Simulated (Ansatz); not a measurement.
This run works on a generated trial structure, not on a known crystal.

Input and command of a plane-wave DFT calculation in Ansatz:

```yaml
crystal:
  lattice:
    - [4.94594401, 0.0, 0.0]
    - [-2.47297201, 4.28331316, 0.0]
    - [0.0, 0.0, 6.56563717]
  atoms:
    - { symbol: Zr, position: [0.0, 0.0, 0.5] }
    - { symbol: Sc, position: [0.33333333, 0.66666667, 0.80732552] }
    - { symbol: Sc, position: [0.33333333, 0.66666667, 0.19267448] }
    - { symbol: Sc, position: [0.66666667, 0.33333333, 0.19267448] }
    - { symbol: Sc, position: [0.66666667, 0.33333333, 0.80732552] }
    - { symbol: F, position: [0.0, 0.0, 0.94092982] }
    - { symbol: F, position: [0.0, 0.0, 0.05907018] }
basis:
  ecutwfc: 420
kpoints:
  mp_grid: { grid: [4, 4, 3] }
hamiltonian:
  xc: pbe
scf:
  occupations: { method: gaussian, width: 0.2 }
  lower_state_search: "off"
output:
  forces: true
  stress: true
  eigenvalues: true
relax:
  adjacent_minimum: "off"
  f_tol: 0.08
  max_steps: 16
  cell: { stress_tol: 0.8 }
```

```bash
ansatz run input.yaml --threads 1 --pin off --max-ram 2560MiB --backend cpu --events-out ev --progress --plain --runs-dir out
```

Processor: Intel(R) Xeon(R) Processor @ 2.70GHz, 1 thread, on a host shared with other jobs.

Task: How long does it run, and how much memory does it take?

Result: About 68 s, peak memory 0.47 GiB. It solves 42 bands at 8 k points (after reduction by symmetry) with about 3099 plane waves (on the last cell), in 106 SCF iterations over 13 ionic steps.
